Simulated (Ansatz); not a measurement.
Theory: Ansatz 0.2.0, DFT PBE, scalar-relativistic, plane waves, PAW. All cells share a 420 eV cutoff and Γ-centred k meshes spaced about 0.3 Å⁻¹ or finer (0.25 for metals, 2π included). No spin polarisation in the final relaxations.

These are static total energies at zero pressure. All come from trial cells, and lower structures may exist.

Problem. These unrelaxed guesses for Sn5As3 are each relaxed within their symmetry. Order them by the energy at which they end, lowest first.
A.

```
Sn As
1.0
     3.99801    0.00000    0.00000
     0.00000    3.99801    0.00000
     0.00000    0.00000   13.96340
Sn As
5 3
Direct
  0.00000 0.00000 0.24233
  0.50000 0.50000 0.61961
  0.50000 0.50000 0.38039
  0.00000 0.00000 0.75767
  0.00000 0.00000 0.00000
  0.50000 0.50000 0.13784
  0.50000 0.50000 0.86216
  0.00000 0.00000 0.50000
```

B.

```
Sn As
1.0
     4.70391    0.00000    0.00000
     0.00000    4.84008    0.00000
     0.00000    0.00000    9.74698
Sn As
5 3
Direct
  0.00000 0.00000 0.50000
  0.00000 0.00000 0.00000
  0.50000 0.50000 0.00000
  0.50000 0.00000 0.74223
  0.50000 0.00000 0.25777
  0.00000 0.50000 0.76507
  0.00000 0.50000 0.23493
  0.50000 0.50000 0.50000
```

C.

```
Sn As
1.0
     3.70733    0.00000    0.00000
     0.00000    3.70733    0.00000
     0.00000    0.00000   14.68046
Sn As
5 3
Direct
  0.00000 0.00000 0.87323
  0.00000 0.00000 0.12677
  0.00000 0.00000 0.37484
  0.00000 0.00000 0.62516
  0.50000 0.50000 0.00000
  0.50000 0.50000 0.24994
  0.50000 0.50000 0.50000
  0.50000 0.50000 0.75006
```

D.

```
Sn As
1.0
     5.86000    0.00000    0.00000
     0.00000    5.86000    0.00000
     0.00000    0.00000    5.86000
Sn As
5 3
Direct
  0.00000 0.00000 0.00000
  0.50000 0.00000 0.00000
  0.50000 0.50000 0.50000
  0.00000 0.50000 0.00000
  0.00000 0.00000 0.50000
  0.50000 0.00000 0.50000
  0.50000 0.50000 0.00000
  0.00000 0.50000 0.50000
```

Solution. D (ends in Pm-3m, 0 meV/atom), A (ends in P4/mmm, 86 meV/atom), C (ends in P4/mmm, 108 meV/atom), B (ends in Pmmm, 130 meV/atom).

No dispersion correction is applied, so the spacing and binding between layers, chains or molecules are poorly described (P4/mmm at 24.8 Å³/atom), and this can change margins and order among such cells. In Pm-3m, P4/mmm at 24.8 Å³/atom, P4/mmm at 24.9 Å³/atom, Pmmm an odd number of electrons in the primitive cell allows no gap without spin; a larger cell or a magnetic state could open one. A magnetic state wasn't ruled out in cells without spin, among them Pm-3m, P4/mmm at 24.8 Å³/atom, P4/mmm at 24.9 Å³/atom, Pmmm. Cells relaxed within their symmetry can be saddle points; a later kick test found a lower structure for Sn5As3 Pm-3m. Some structure types and database cells were kept out of the candidates from the start, so a known form may be missing.
